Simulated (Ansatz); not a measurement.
Computed properties of InGaP2

InGaP2:
```xyz
4
Lattice="1.9995 1.1544 6.5607 -1.9995 1.1544 6.5607 0.0000 -2.3089 6.5607" Properties=species:S:1:pos:R:3 pbc="T T T"
In     0.0000     0.0000     9.8271
Ga     0.0000     0.0000    19.6810
P      0.0000     0.0000    17.3326
P      0.0000     0.0000     7.2851
```

Space group R3m (No. 160); conventional cell a = b = 3.999 Å, c = 19.682 Å, α = β = 90.00°, γ = 120.00°.

Method: the program Ansatz at the PBEsol level (PAW). Geometry: relaxed at this level of theory. Other levels are named where they apply.

**Cell and energy**

```json
{
  "volume_per_atom": "22.72 Å³",
  "density": "4.50 g/cm³",
  "Formation energy from the elements (no fitted shifts)": "-0.27 eV/atom"
}
```

**Electronic structure**

```json
{
  "band_gap": "0.66 eV (direct)",
  "valence_band_maximum": "at Γ",
  "conduction_band_minimum": "at Γ",
  "electron_effective_mass": "0.070, 0.070, 0.11 mₑ (principal values)",
  "Electron effective mass with spin–orbit coupling": "0.070, 0.070, 0.11 mₑ (principal values)",
  "Hole effective mass, band 1 of 2 at the edge": "0.59 along x, 1.00 along z (mₑ)",
  "Hole effective mass, band 2 of 2 at the edge": "0.062 along x, 1.00 along z (mₑ)",
  "Hole effective mass with spin–orbit coupling": "0.11, 0.11, 1.0 mₑ (principal values)",
  "HSE06 gap on the PBEsol cell": "1.55 eV",
  "Gap with spin–orbit coupling": "0.62 eV"
}
```

**Mechanics**

```json
{
 "Bulk modulus (Birch–Murnaghan fit)": "73.2 GPa",
 "Pressure derivative B′": "4.5",
 "Elastic constants (relaxed ions, GPa)": "C11 = 131, C12 = 45.3, C13 = 40.0, C14 = -11.5, C33 = 149, C44 = 35.5",
 "mechanical_stability": "stable (all eigenvalues of C positive)",
 "hill_bulk_and_shear_moduli": "73.4 and 39.8 GPa",
 "Young's modulus": "101 GPa",
 "Poisson's ratio": "0.27",
 "debye_temperature_from_the_elastic_constants": "348 K",
 "Piezoelectric stress constants (proper, relaxed ions, C/m²)": "e15 = e24 = -0.03, e16 = e21 = 0.09, e22 = -0.09, e33 = 0.10"
}
```

**Dielectric response**

```json
{
 "Electronic dielectric constant ε∞ (DFPT)": "11.3 (xx = yy), 11.3 (zz)",
 "Born charges (a third of the trace)": "In +2.40, Ga +2.30, P -2.41 to -2.28 e",
 "Largest static χ(2) component": "350 pm/V"
}
```

**Phonons**

```json
{
  "Highest zone-centre frequency (without LO–TO term)": "352 cm^-1",
  "zone_centre_stability": "no imaginary mode at Γ"
}
```

The first step of the workflow began from a Materials Project structure, measured or hypothetical; the Crystallography Open Database copy checked does not list it. With In and Ga taken as one species the cell has the higher symmetry F-43m, so it may be an ordered model of a mixed-site phase. Its standing as an ambient phase is unchecked. Symmetry was held in the PBEsol relaxation. Signs of piezoelectric constants follow the polarity of the cell as given. The references are the lowest solids computed at this level, not always the standard phases. Spin–orbit coupling is left out wherever it is not named.

Potentials: the later of the program's two PAW sets.
